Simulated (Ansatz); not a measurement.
According to r²SCAN (plane waves, PAW; program Ansatz), LaC in the rock salt structure (Fm-3m) relaxes to a = 5.439 Å. La has 6 nearest neighbours from 2.72 Å (octahedral); C has 6 nearest neighbours from 2.72 Å (octahedral). Its formation energy from the elements is 0.28 eV/atom, with no fitted shifts.

Electronic character: metallic (no gap). Gap from r²SCAN with spin–orbit coupling: none (metallic).

An equation-of-state fit gives a bulk modulus of 85.5 GPa. The relaxed-ion elastic constants in GPa are C11 = 17.3, C12 = 121, C44 = 46.4.

The start of the workflow was typed in or built on a structure type; neither database checked (COD, Materials Project) lists it. Whether it is the stable phase at ambient conditions was not checked. Symmetry was held in the r²SCAN relaxation. At this level the phase is mechanically unstable. Its formation energy is positive at this level, so the cell may be metastable or incomplete. As this level gives no gap, shear constants depend on the k-mesh and smearing (Fermi–Dirac, 0.1 eV here). The references are the lowest solids computed at this level, not always the standard phases. Spin–orbit coupling is left out wherever it is not named.

Potentials: the earlier of the program's two PAW sets.
